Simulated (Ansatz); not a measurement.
Total density of states per atom from r²SCAN+D4 (plane waves, PAW; program Ansatz), in 0.25 eV bins, energy from the Fermi level:

(E (eV), states/eV/atom): (-7.85, 0.25); (-7.60, 0.26); (-7.35, 0.28); (-7.10, 0.30); (-6.85, 0.32); (-6.60, 0.34); (-6.35, 0.38); (-6.10, 0.44); (-5.85, 0.45); (-5.60, 0.44); (-5.35, 0.45); (-5.10, 0.43); (-4.85, 0.47); (-4.60, 0.80); (-4.35, 0.67); (-4.10, 0.31); (-3.85, 0.01); (-3.60, 0.00); (-3.35, 0.00); (-3.10, 0.00); (-2.85, 0.00); (-2.60, 0.01); (-2.35, 0.07); (-2.10, 0.16); (-1.85, 0.24); (-1.60, 0.32); (-1.35, 0.40); (-1.10, 0.61); (-0.85, 0.71); (-0.60, 0.56); (-0.35, 0.49); (-0.10, 0.42); (0.15, 0.39); (0.40, 0.45); (0.65, 0.52); (0.90, 0.54); (1.15, 0.43); (1.40, 0.50); (1.65, 0.59); (1.90, 0.52); (2.15, 0.46); (2.40, 0.47); (2.65, 0.56); (2.90, 0.54); (3.15, 0.49); (3.40, 0.51); (3.65, 0.53); (3.90, 0.59); (4.15, 0.68); (4.40, 0.67); (4.65, 0.64)

Q: Pick the material that matches.
A. Mn, Cmcm (Mn on 4c)
B. I, molecular I2 type
C. Tl, hcp (Mg type)
D. P, black phosphorus

A: C, Tl, hcp (Mg type). Within 0.5 eV of the Fermi level: Tl 6p 77 %, Tl 6s 20 %. Projections are on Löwdin-orthogonalised atomic valence shells; empty p or d shells of many metals are not among them.

Space group P6_3/mmc (hcp (Mg type)). The cell was relaxed with r²SCAN+D4 under the symmetry of its start. The pairwise dispersion correction was not fitted to metals. Scalar-relativistic: spin–orbit coupling is off unless named, which matters more the heavier the elements.

Potentials: the earlier of the program's two PAW sets.
